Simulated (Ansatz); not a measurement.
The calculation used DFT PBE, scalar-relativistic, plane waves, PAW in Ansatz. All cells share a 420 eV cutoff and Γ-centred k meshes spaced at most about 0.3 Å⁻¹ (about 0.25 or finer for metals, 2π included). No spin polarisation in the final relaxations.

All energies are static (0 K, no zero-point motion). All come from trial cells, and lower structures may exist.

Question: Order these relaxed structures of SiF by energy, lowest first, with the energy over the lowest of them.
1.

```cif
data_structure
_symmetry_space_group_name_H-M 'Pm-3m'
_symmetry_Int_Tables_number 221
_cell_length_a 4.5152
_cell_length_b 4.5152
_cell_length_c 4.5152
_cell_angle_alpha 90.000
_cell_angle_beta 90.000
_cell_angle_gamma 90.000
_cell_volume 92.05
loop_
_atom_site_label
_atom_site_type_symbol
_atom_site_symmetry_multiplicity
_atom_site_Wyckoff_symbol
_atom_site_fract_x
_atom_site_fract_y
_atom_site_fract_z
_atom_site_occupancy
Si1 Si 3 d 0.50000 0.00000 0.00000 1
F1 F 3 c 0.00000 0.50000 0.50000 1
```

2.

```cif
data_structure
_symmetry_space_group_name_H-M 'Pm-3m'
_symmetry_Int_Tables_number 221
_cell_length_a 3.0286
_cell_length_b 3.0286
_cell_length_c 3.0286
_cell_angle_alpha 90.000
_cell_angle_beta 90.000
_cell_angle_gamma 90.000
_cell_volume 27.78
loop_
_atom_site_label
_atom_site_type_symbol
_atom_site_symmetry_multiplicity
_atom_site_Wyckoff_symbol
_atom_site_fract_x
_atom_site_fract_y
_atom_site_fract_z
_atom_site_occupancy
Si1 Si 1 b 0.50000 0.50000 0.50000 1
F1 F 1 a 0.00000 0.00000 0.00000 1
```

Answer: 1 (0 meV/atom), 2 (394 meV/atom). Forms: 1 Pm-3m; 2 caesium chloride type, Pm-3m. Counting F atoms around Si (those within 1.25 times the shortest such distance or 1.15 times the sum of covalent radii; the shortest distance is added where it is long for a bond): cell 1 has Si 4 from 2.3 Å; cell 2 has Si 8 from 2.6 Å.

In Pm-3m at 15.3 Å³/atom, Pm-3m at 13.9 Å³/atom an odd number of electrons in the primitive cell allows no gap without spin; a larger cell or a magnetic state could open one. A magnetic state wasn't ruled out in cells without spin, among them Pm-3m at 15.3 Å³/atom, Pm-3m at 13.9 Å³/atom. Cells relaxed within their symmetry can be saddle points. Some structure types and database cells were kept out of the candidates from the start, so a known form may be missing.
